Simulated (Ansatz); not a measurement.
# Pt (Im-3m), γ-surface

All numbers below come from Ansatz, DFT r2SCAN, scalar-relativistic, plane waves, PAW. Cutoff 500 eV, Γ-centred 23×23×7 k-points, Gaussian smearing of 0.15 eV. Spin–orbit coupling is left out, which can shift energies with elements as heavy as these. No spin polarisation. Energies are free energies at this smearing, counted from the undisturbed cell; pressure is positive in compression.

Reference structure (relaxed at this level; with this scan's settings it stands at 0.2 GPa; this bcc form isn't the usual structure):

```
Pt
1.0
    -1.56949    1.56949   -1.56949
    -1.56949   -1.56949    1.56949
     0.00000    6.27795    6.27795
Pt
4
Direct
  0.00000 0.00000 0.87500
  0.50000 0.50000 0.12500
  0.00000 0.00000 0.37500
  0.50000 0.50000 0.62500
```

Vector c is tilted by p·a + q·b with the atoms' Cartesian places fixed: one unrelaxed fault a cell on a (0 1 1) plane of area 6.97 Å². Points are written (p, q).

Energy above the undisturbed cell in mJ/m² (a dash: not computed):

```csv
p \ q,0.000,0.167,0.333,0.500,0.667,0.833
0.000,0,81,205,248,205,81
0.167,81,652,1059,913,413,-21
0.333,205,1059,2060,2176,1394,413
0.500,248,913,2176,2783,2176,913
0.667,205,413,1394,2176,2060,1059
0.833,81,-21,413,913,1059,652
```

Cost: 13 runs of about 30 core-minutes in all, on AMD EPYC 9R45 (Zen 5) (shared hosts).